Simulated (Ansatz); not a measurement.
All numbers below come from DFT PBE, scalar-relativistic, plane waves, PAW (Ansatz 0.2.0). Settings: cutoff 420 eV, Γ-centred meshes spaced at most about 0.3 Å⁻¹, and about 0.25 Å⁻¹ or finer for metals (2π included), Gaussian smearing. No spin polarisation in the final relaxations.

These are static total energies at zero pressure.

Two forms of Ga₂GeSe₂ were relaxed alike.

A.

```
Ga Ge Se
1.0
     4.84657    0.00000    0.00000
     0.00000    5.30914    0.00000
     0.00000    0.00000    5.60633
Ga Ge Se
2 1 2
Direct
  0.50000 0.24953 0.50000
  0.50000 0.75047 0.50000
  0.50000 0.00000 0.00000
  0.00000 0.00000 0.25225
  0.00000 0.00000 0.74775
```

B.

```
Ga Ge Se
1.0
    -2.60522    2.60522    4.02341
     2.60522   -2.60522    4.02341
     2.60522    2.60522   -4.02341
Ga Ge Se
2 1 2
Direct
  0.34449 0.34449 0.00000
  0.65551 0.65551 0.00000
  0.00000 0.00000 0.00000
  0.75000 0.25000 0.50000
  0.25000 0.75000 0.50000
```

**Question.** Which would you expect to be lower, and how large is the difference?

**Answer.** B is lower, by 232 meV/atom. A has space group Pmmm (No. 47), 28.9 Å³/atom and no gap on its mesh; B has space group I4/mmm (No. 139), 21.8 Å³/atom and no gap. Counting Ge or Se atoms around Ga (for each partner element, those within 1.25 times its shortest distance or 1.15 times the sum of covalent radii, where it is the nearest in units of that sum or under 1.3; the shortest distance is added where it exceeds 1.18 times the sum of covalent radii), A has Ga 6 from 3.1 Å and B has Ga 5. The denser one is the lower, and pressure would at first widen the difference. In A, around Ga lie 2 Ga at 2.65–2.66 Å, 4 Se at 3.09 Å and 2 Ge at 3.10 Å; Ge is surrounded by 4 Se at 2.81 Å and 4 Ga at 3.10 Å; around Se lie 2 Se at 2.78–2.83 Å, 2 Ge at 2.81 Å and 4 Ga at 3.09 Å. In B, Ga is surrounded by 1 Ga at 2.50 Å, 4 Se at 2.71 Å and 1 Ge at 2.77 Å; Ge is surrounded by 2 Ga at 2.77 Å; Se is surrounded by 4 Ga at 2.71 Å. Both come from invented guesses. A third cell relaxed alike, in P-3m1, lies 164 meV/atom below the lower of the two.

Cells relaxed within their symmetry can be saddle points.
